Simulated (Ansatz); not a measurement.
**What settings do to one calculation: Si started on a S site in rocksalt PbS, 16 atoms, charge 0**

Ansatz (PAW, plane waves), atoms fixed. The base input:

```yaml
crystal:
  lattice:
    - [11.800000, 0.000000, 0.000000]
    - [0.000000, 5.900000, 0.000000]
    - [0.000000, 0.000000, 5.900000]
  atoms:
    - { symbol: S, position: [0.229861, 0.977055, 0.016458] }
    - { symbol: S, position: [0.750511, 0.998186, 0.004020] }
    - { symbol: S, position: [0.000886, 0.499897, 0.006265] }
    - { symbol: S, position: [0.001061, 0.981452, 0.485449] }
    - { symbol: S, position: [0.527900, 0.982181, 0.519972] }
    - { symbol: S, position: [0.242371, 0.517949, 0.521703] }
    - { symbol: S, position: [0.763152, 0.502027, 0.509306] }
    - { symbol: Si, position: [0.495621, 0.534303, 0.014764] }
    - { symbol: Pb, position: [0.994572, 0.009357, 0.986118] }
    - { symbol: Pb, position: [0.492811, 0.980395, 0.974717] }
    - { symbol: Pb, position: [0.238791, 0.498551, 0.989088] }
    - { symbol: Pb, position: [0.744196, 0.472868, 0.028929] }
    - { symbol: Pb, position: [0.238528, 0.035234, 0.518714] }
    - { symbol: Pb, position: [0.759291, 0.995215, 0.488020] }
    - { symbol: Pb, position: [0.004844, 0.486754, 0.507468] }
    - { symbol: Pb, position: [0.502491, 0.502479, 0.510890] }
kpoints:
  mp_grid: { grid: [2, 2, 2], shift: [0.5, 0.5, 0.5] }
hamiltonian:
  xc: pbesol
scf:
  occupations: { method: fermi_dirac, width: 0.01 }
output:
  forces: true
  eigenvalues: true
  stress: true
  populations: true
```

Command:

```sh
ansatz run in.yaml --threads 8 --pin off --max-ram 13300MiB --runs-dir r --events-out ev --progress --plain
```

It converged in 8 iterations and 2.4 s of wall time on a shared host; largest force component 1.31 eV/Å, pressure -1.32 GPa. The cutoff was the default, 420 eV. The base isn't a converged reference: it has few k points, and its atoms are unrelaxed. Each run below changes the keys shown and caps the iterations.

```
run                                                                                       changed     ending  iterations  free energy less the base (meV per atom)  rms change of forces (eV/Å)  change of pressure (GPa)  wall time (s, shared host)
  1                                                             dr2_threshold 0.0001, max_iter 60  converged           6                                       0.0                        0.000                      0.00                     1.8 CPU
  2                                                    xc_grid 3 (2 is the default), max_iter 100  converged           8                                       0.0                        0.000                      0.00                     1.8 CPU
  3                                  xc_grid 2 (2 is the default), mixing beta 0.03, max_iter 100  converged          10                                       0.0                        0.000                      0.00                     1.8 CPU
  4                                                    mixing beta 0.1, width 0.2 eV, max_iter 90  converged          11                                     -16.7                        0.058                      0.37                     2.5 CPU
  5                                                                    width 0.03 eV, max_iter 50  converged           8                                       0.0                        0.001                      0.00                     2.5 CPU
  6  accuracy low (cutoff and grids as in the base), mixing beta 0.4, max_iter 60, total_charge 1  converged          12                                other zero                        0.147                     -0.13                     2.2 CPU
```

«Other zero»: another functional, charge or dispersion term moves the zero of energy, so the difference says nothing of accuracy.

Question: Which changes leave the result alone, and which of the same physical model moves the forces most?

Answer: The forces move by under 0.002 eV/Å in runs 1, 2, 3, 5. Run 4 (mixing beta 0.1, width 0.2 eV, max_iter 90) moves them most among the runs with the same functional, charge and dispersion term, by 0.058 eV/Å.
